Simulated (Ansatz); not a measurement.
Sr₃Sc₃N₅: Field gradients at the nuclei

The cell is a Materials Project structure (computed, not necessarily an observed phase).

Space group P-1 (No. 2); a = 6.2297, b = 7.8145, c = 9.1549 Å, α = 108.25°, β = 105.62°, γ = 98.36°.

| site | Wyckoff | site symmetry | x | y | z |
| --- | --- | --- | --- | --- | --- |
| Sr1 | 2i | 1 | 0.7783 | 0.4332 | 0.5979 |
| Sr3 | 2i | 1 | 0.6757 | 0.8539 | 0.8912 |
| Sr5 | 2i | 1 | 0.6771 | 0.6245 | 0.2025 |
| Sc7 | 2i | 1 | 0.8955 | 0.3076 | 0.9654 |
| Sc9 | 2i | 1 | 0.7177 | 0.9606 | 0.5740 |
| Sc11 | 2i | 1 | 0.1385 | 0.8680 | 0.7089 |
| N13 | 2i | 1 | 0.9913 | 0.0908 | 0.8033 |
| N15 | 2i | 1 | 0.8258 | 0.7105 | 0.5140 |
| N17 | 2i | 1 | 0.7693 | 0.5136 | 0.8885 |
| N19 | 2i | 1 | 0.3974 | 0.9206 | 0.6074 |
| N21 | 2i | 1 | 0.2677 | 0.7563 | 0.8820 |

One atom of each set is listed.

Computed with Ansatz: DFT, LDA, plane waves and PAW, scalar-relativistic, 420 eV cutoff, Γ-centred 5×4×4 k-points, Fermi–Dirac smearing 0.02 eV.

C_Q = eQV_zz/h, which is 24.18 MHz for Q = 1 b and V_zz = 10²¹ V/m²; η = (V_xx − V_yy)/V_zz.

Sr-87: I = 9/2, Q = 305.0 mb; ⁴⁵Sc: I = 7/2, Q = -220.0 mb; 14N: I = 1, Q = 20.44 mb. Nuclear quadrupole moments: year-2017 set (Pyykkö).

```csv
site,atoms,first shell,V_zz (10²¹ V/m²),η,C_Q (MHz)
Sr1,2,3 N at 2.52–2.67 Å; also 1 N at 3.14 Å,12.76,0.22,94.1
Sr3,2,6 N at 2.52–3.01 Å,6.85,0.53,50.5
Sr5,2,5 N at 2.58–2.97 Å,8.24,0.14,60.7
Sc7,2,4 N at 2.07–2.15 Å,4.44,0.49,-23.6
Sc9,2,4 N at 2.09–2.16 Å,-6.08,0.23,32.4
Sc11,2,4 N at 2.08–2.14 Å,4.58,0.68,-24.4
N13,2,3 Sc at 2.14–2.15 Å; also 3 Sr at 2.83–2.94 Å,-2.82,0.87,-1.40
N15,2,"2 Sc at 2.12–2.13 Å, 2 Sr at 2.52–2.58 Å; also 1 Sr at 3.14 Å",2.78,0.26,1.38
N17,2,"2 Sc at 2.12–2.14 Å, angle 86°; also 4 Sr at 2.55–2.97 Å",1.49,0.16,0.736
N19,2,3 Sc at 2.09–2.16 Å; also 2 Sr at 2.67–2.95 Å,-2.95,0.95,-1.46
N21,2,"2 Sc at 2.07–2.08 Å, angle 126°; also 3 Sr at 2.52–3.01 Å",-3.54,0.80,-1.75
```

At Sr1 V_zz stands upright on the plane through its three neighbours (within 7°). At N17 V_zz stands upright on the plane of its two bonds (within 8°).

At this cell the LDA pressure is -7 GPa, so with LDA the cell would shrink if it were relaxed. The largest force is 0.3 eV/Å, so the atoms aren't at the calculated equilibrium and relaxing them would move these values. Without spin–orbit coupling (the program notes it for Sr) the gradients are little affected as a rule: paired runs on crystals with a gap mostly move them by under 2 % at such atoms. Where η is near 1 the sign of V_zz means little.
